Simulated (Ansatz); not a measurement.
One crystal and one scan (generalised stacking-fault energy along a line) at two levels, PBE (plane waves to 420 eV, PAW, scalar-relativistic; Ansatz, an electronic-structure program) and PBEsol (plane waves to 420 eV, PAW, scalar-relativistic; Ansatz), each from its own relaxed cell and on its own mesh.

The crystal is CaF$_{2}$ (fluorite); the crystal slips on the {100} plane by s times a lattice vector of 3.90 Å, atoms relaxing along the normal only, γ being the energy change per area.

E is the zero-smearing estimate. CaF2 was relaxed with its symmetry unable to fall. Faults lie only 8.1 Å apart, and holding the cell height raises γ above its relaxed value. Faults lie only 8.3 Å apart, and holding the cell height raises γ above its relaxed value. Some relaxations began with atoms very close together and may have settled on another branch. Both scans cover s from 0.000 to 0.917.

| quantity | run 1 | run 2 |
|---|---|---|
| Lattice constant a (Å) | 5.421 | 5.511 |
| Highest computed γ on the line (mJ/m²) | 1242 | 1111 |
| Steepest slope dγ/d(shift) before the first maximum (spline) (GPa) | 9.4 | 8.4 |

Q: Which run is which level?

A: Run 2 is PBE, run 1 is PBEsol. PBE gives the higher value for: lattice constant a. PBE gives the lower value for: highest computed γ on the line; steepest slope dγ/d(shift) before the first maximum. Both give the same position of the highest point: s = 0.500. Neither level is exact: the differences show how much the result hangs on the functional.

(The slope of γ gives the shear force per area between the displaced halves; near zero shift its curvature is an elastic stiffness.)
